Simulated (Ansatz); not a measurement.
Be$_{3}$N$_{2}$:
```
CELL_PARAMETERS angstrom
      2.83637     0.00000     0.00000
     -1.41819     2.45637     0.00000
      0.00000     0.00000     9.72723
ATOMIC_POSITIONS crystal
  Be 0.33333 0.66667 0.07822
  Be 0.66667 0.33333 0.92178
  Be 0.66667 0.33333 0.57822
  Be 0.33333 0.66667 0.42178
  Be 0.00000 0.00000 0.25000
  Be 0.00000 0.00000 0.75000
  N  0.00000 0.00000 0.00000
  N  0.00000 0.00000 0.50000
  N  0.33333 0.66667 0.25000
  N  0.66667 0.33333 0.75000
```

Relaxed with r²SCAN.

**Question.** Give the Bader charges and basin volumes of the independent atoms, DFT-r²SCAN in the program Ansatz with PAW potentials.

**Answer.** 

```json
[
 {"atom": "Be1", "Bader charge (e)": "+1.73", "Bader volume (Å³)": "1.5"},
 {"atom": "Be5", "Bader charge (e)": "+1.72", "Bader volume (Å³)": "1.4"},
 {"atom": "N7", "Bader charge (e)": "-2.57", "Bader volume (Å³)": "14.8"},
 {"atom": "N9", "Bader charge (e)": "-2.61", "Bader volume (Å³)": "14.8"}
]
```

Space group P6_3/mmc. The first step of the workflow began from a Materials Project structure, measured or hypothetical; the Crystallography Open Database copy checked does not list it. COD files the formula under space group No. 206. Whether it is the stable phase at ambient conditions was not checked. The r²SCAN relaxation kept the symmetry of its start; whether a distortion lowers the energy is not shown.

Potentials: the later of the program's two PAW sets.
